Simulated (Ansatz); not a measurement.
**HCBr3, a strained cell with displaced atoms**

```yaml
crystal:
  lattice:
    - [3.10936, 5.43233, 0.00327]
    - [-3.24892, 5.51290, 0.08253]
    - [-0.09133, 0.05707, 7.35459]
  atoms:
    - { symbol: Br, position: [0.69617, 0.94134, 0.00081] }
    - { symbol: Br, position: [0.05585, 0.63507, 0.49978] }
    - { symbol: Br, position: [0.36602, 0.69292, 0.99960] }
    - { symbol: Br, position: [0.31015, 0.05809, 0.49480] }
    - { symbol: Br, position: [0.94262, 0.36364, 0.00123] }
    - { symbol: Br, position: [0.63023, 0.31136, 0.50086] }
    - { symbol: C, position: [0.66701, 0.66749, 0.08362] }
    - { symbol: C, position: [0.33519, 0.33690, 0.58180] }
    - { symbol: H, position: [0.66459, 0.66963, 0.23145] }
    - { symbol: H, position: [0.33177, 0.33610, 0.73436] }
```

Level: PBE, no spin polarisation; 420 eV; 4×3×3 (shifted by 0.5, 0, 0 steps) mesh; fermi-dirac occupations (width 0.1177 eV); Ansatz 0.2.0, fixed geometry.

- Stress: The pressure is 1.3 GPa (compression positive), so with the atoms held at these fractions the cell would first expand; the forces are large, so a full relaxation may end otherwise. The principal stresses -0.5, 1.2, 3.2 GPa differ, so its shape would change too.
- Band edges: Within 0.7 eV of the edges, the states project mainly on Br p (98 %) below the gap and on Br p (51 %), C s (24 %) and C p (12 %) above it.
- Forces: The largest is on Br6: 1.25 eV/Å, components (0.71, 1.02, -0.17). It makes 169° with the line to a nearest neighbour, C8 at 1.87 Å, pointing away from it.
- Electronic structure: The gap on the k mesh is 3.54 eV; the mesh may miss the band edges, so the true gap of this level can be smaller.
- Formation energy: 0.07 eV an atom against the elements' usual phases (free molecules for gases, crystals otherwise, with no correction for O₂ or N₂), so at this geometry it isn't bound against them. Relaxing would lower it.

Origin: a strained cell with displaced atoms, so it need not be a known compound. Caveats: an odd or shifted mesh can miss the band edges, so this level's true gap may be smaller.
